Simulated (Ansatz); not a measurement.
Calculated 17O NMR of the central transition for LiVP2O8

Cell: a computed structure from the Materials Project (it need not be an observed phase), atoms as given.

```cif
data_LiVP2O8
_symmetry_space_group_name_H-M 'C2/c'
_symmetry_Int_Tables_number 15
_cell_length_a 8.8600
_cell_length_b 4.6927
_cell_length_c 13.9256
_cell_angle_alpha 90.000
_cell_angle_beta 95.989
_cell_angle_gamma 90.000
loop_
_atom_site_label
_atom_site_type_symbol
_atom_site_symmetry_multiplicity
_atom_site_Wyckoff_symbol
_atom_site_fract_x
_atom_site_fract_y
_atom_site_fract_z
Li Li 4 e 0.5000 0.4309 0.7500
V V 4 a 0.0000 0.0000 0.5000
P P 8 f 0.3413 0.0200 0.1162
O9 O 8 f 0.3997 0.8181 0.0373
O11 O 8 f 0.3456 0.1277 0.7110
O12 O 8 f 0.1757 0.1141 0.0764
O15 O 8 f 0.4397 0.2973 0.1155
```

One atom of each set is listed; the run and its k-mesh use a cell of 24 atoms with edges of 5.01, 5.01, 13.93 Å.

All values are calculated (Ansatz; DFT, PBE, plane waves and PAW, scalar-relativistic, 420 eV cutoff, Γ-centred 6×6×2 k-points, Fermi–Dirac smearing 0.02 eV), not measured.

17O has I = 5/2 and Q = -25.58 mb (Pyykkö 2018); at 7.05 T its Larmor frequency is ν₀ = 40.7 MHz. Only the quadrupole interaction is simulated: positions count from each site's isotropic chemical shift, and shift anisotropy, dipolar and J coupling are left out.

Task: Simulate the second-order pattern (static powder, Gaussian broadening 2 kHz) of site O15 (1 P at 1.57 Å, 1 V at 1.99 Å; also 1 Li at 2.28 Å).

Result: The calculation gives C_Q = -5.75 MHz and η = 0.54, so ν_Q = 0.862 MHz and the centre of gravity lies at -131 ppm (-5.33 kHz).

| offset (kHz) | height |
| --- | --- |
| -27.01 | 1 |
| -25.20 | 16 |
| -23.38 | 39 |
| -21.56 | 44 |
| -19.75 | 46 |
| -17.93 | 49 |
| -16.11 | 53 |
| -14.30 | 57 |
| -12.48 | 63 |
| -10.66 | 72 |
| -8.85 | 90 |
| -7.03 | 100 |
| -5.21 | 84 |
| -3.39 | 76 |
| -1.58 | 74 |
| 0.24 | 72 |
| 2.06 | 66 |
| 3.87 | 80 |
| 5.69 | 98 |
| 7.51 | 60 |
| 9.32 | 44 |
| 11.14 | 37 |
| 12.96 | 15 |
| 14.77 | 1 |

The largest force is 0.5 eV/Å, so the atoms aren't at the calculated equilibrium and relaxing them would move these values. The run isn't spin-polarised; if V carries unpaired electrons in the real compound, its values differ.

The run took 90 s of wall time (88 s of CPU time) and 1 GiB at its peak, on 1 thread of Intel Xeon Platinum 8488C (Sapphire Rapids) (x86_64; 64 cores open to the job, memory cap 2.5 GiB, no GPU), a shared host with a load of 0.7 a core.
